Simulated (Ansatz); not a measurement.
The relaxed structure here is a generated cell of AlRh: the first start was made by placing the elements on the sites of a structure type, and the end was not matched to a known phase here, so it may be hypothetical.

Relaxation of a generated trial cell of AlRh in the AFLOW prototype AB_cF8_225_a_b (B1, as in NaCl); 2 atoms in the cell, which starts as Fm-3m (No. 225), cF8; a = b = c = 4.6714 Å, α = β = γ = 90.00°. All values below come from PBE (plane waves to 420 eV, PAW, scalar-relativistic; Ansatz, a program for electronic structure). Γ-centred k-mesh 12×12×12 on the run's cell (coarser than for final values), Fermi–Dirac smearing 0.05 eV. This is the first round of the run. 

The optimiser's lines from the output (shortened; P is positive under compression):

```
relax step   1: F+E_penalty+E_count = -6940.55001882 eV  Δ(F+E_penalty+E_count) = +0.000e0 eV  max|allowed force component| = 7.806e-31 eV/Å  Δτ_max = 0.0000 Å  P = +43.834 GPa  Ω = 25.485 Å³  (6 SCF iters, dr2 threshold 1.00e-7 eV, accepted)
relax step   2: F+E_penalty+E_count = -6941.15292764 eV  Δ(F+E_penalty+E_count) = -6.029e-1 eV  max|allowed force component| = 2.712e-31 eV/Å  Δτ_max = 0.0000 Å  P = +9.271 GPa  Ω = 29.432 Å³  (6 SCF iters, dr2 threshold 2.00e-7 eV, accepted)
relax step   3: F+E_penalty+E_count = -6941.19705223 eV  Δ(F+E_penalty+E_count) = -4.412e-2 eV  max|allowed force component| = 6.820e-31 eV/Å  Δτ_max = 0.0000 Å  P = +2.259 GPa  Ω = 30.706 Å³  (5 SCF iters, dr2 threshold 2.00e-7 eV, accepted)
relax step   4: F+E_penalty+E_count = -6941.20008776 eV  Δ(F+E_penalty+E_count) = -3.036e-3 eV  max|allowed force component| = 2.112e-30 eV/Å  Δτ_max = 0.0000 Å  P = +0.183 GPa  Ω = 31.140 Å³  (4 SCF iters, dr2 threshold 2.00e-7 eV, accepted)
relax step   5: F+E_penalty+E_count = -6941.20008926 eV  Δ(F+E_penalty+E_count) = -1.505e-6 eV  max|allowed force component| = 3.829e-30 eV/Å  Δτ_max = 0.0000 Å  P = +0.005 GPa  Ω = 31.179 Å³  (4 SCF iters, dr2 threshold 8.34e-8 eV, accepted)
relax step   6: F+E_penalty+E_count = -6941.20714872 eV  Δ(F+E_penalty+E_count) = -7.059e-3 eV  max|allowed force component| = 5.341e-31 eV/Å  Δτ_max = 0.0000 Å  P = +0.333 GPa  Ω = 31.179 Å³  stress off target by 3.33e-1 GPa  SCF on the basis re-selected at this cell (its energy is not comparable with the rows above)  (8 SCF iters)
relax step   7: F+E_penalty+E_count = -6941.20719422 eV  Δ(F+E_penalty+E_count) = -4.551e-5 eV  max|allowed force component| = 4.659e-30 eV/Å  Δτ_max = 0.0000 Å  P = +0.014 GPa  Ω = 31.251 Å³  (3 SCF iters, dr2 threshold 2.00e-7 eV, accepted)
relax step   8: F+E_penalty+E_count = -6941.20722828 eV  Δ(F+E_penalty+E_count) = -3.406e-5 eV  max|allowed force component| = 9.286e-31 eV/Å  Δτ_max = 0.0000 Å  P = +0.012 GPa  Ω = 31.251 Å³  stress off target by 1.19e-2 GPa  SCF on the basis re-selected at this cell (its energy is not comparable with the rows above)  (6 SCF iters)
```

From the first to the last row the energy changes by -0.33 eV/atom and the volume by +22.6 %. The last row is marked as not comparable with the walk above it, whose basis was carried along; it does compare with step 1, since both stand on a basis selected at the nominal cutoff for their own cell.

Later rounds, restarted from the end of this one on a renewed k-mesh, logged 4 more steps and released under 0.01 eV/atom more. The final structure after all rounds: Fm-3m (No. 225), cF8, rock salt type; a = 5.000 Å, b = 5.000 Å, c = 5.000 Å, α = 90.00°, β = 90.00°, γ = 90.00°. Between re-selections the logged energies stand on a plane-wave basis carried along with the cell. No spin polarisation in the result.

The run could not lose the symmetry of its start, so the end can be a saddle point.

All atoms sit on sites fixed by symmetry, so only the cell could relax.
